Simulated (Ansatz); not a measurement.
One crystal and one scan (energy over volume and axial ratio) at two levels, PBE (plane waves to 420 eV, PAW, scalar-relativistic; Ansatz, a first-principles code) and r2SCAN (plane waves to 500 eV, PAW, scalar-relativistic; Ansatz), each from its own relaxed cell and on its own mesh. The cell shown is that of PBE.

MgH2 (rutile)

```
CELL_PARAMETERS angstrom
      4.51729     0.00000     0.00000
      0.00000     4.51729     0.00000
      0.00000     0.00000     3.01286
ATOMIC_POSITIONS crystal
  Mg 0.00000 0.00000 0.00000
  Mg 0.50000 0.50000 0.50000
  H  0.30441 0.30441 0.00000
  H  0.80441 0.19559 0.50000
  H  0.19559 0.80441 0.50000
  H  0.69559 0.69559 0.00000
```

Two coordinates are scanned: the volume, and the ratio of the stretch along z (the conventional c axis) to the stretch across it. Atoms keep their fractional coordinates.

E stands for the smeared free energy. MgH2 was relaxed with its symmetry unable to fall. As the atoms are clamped, bonds stretch with the cell, which overstates energies and stresses. Percentages come from the unrounded values. Both scans cover V/V₀ from 0.920 to 1.080 and (c/a)/(c/a)₀ from 0.920 to 1.080.

Results of PBE:

| Property | Result |
|---|---|
| Lattice constant a (Å) | 4.517 |
| Lattice constant c (Å) | 3.013 |
| Relaxed volume (Å³/atom) | 10.25 |
| Modulus against c/a change at fixed volume, (3/4V)·∂²E/∂(ln c/a)² (fit, atoms clamped) (GPa) | 43 |

Estimate the r2SCAN values.


```tsv
quantity	r2SCAN	PBE − r2SCAN
Lattice constant a (Å)	4.484	+0.033 (+0.7 %)
Lattice constant c (Å)	2.997	+0.016 (+0.5 %)
Relaxed volume (Å³/atom)	10.04	+0.21 (+2.0 %)
Modulus against c/a change at fixed volume, (3/4V)·∂²E/∂(ln c/a)² (fit, atoms clamped) (GPa)	48	-5 (-11 %)
```

PBE gives the higher value for: lattice constant a; lattice constant c; relaxed volume. PBE gives the lower value for: modulus against c/a change at fixed volume. Neither level is exact: the differences show how much the result hangs on the functional.

(Under strain, the slope of the energy per volume gives the stress and its curvature an elastic modulus.)
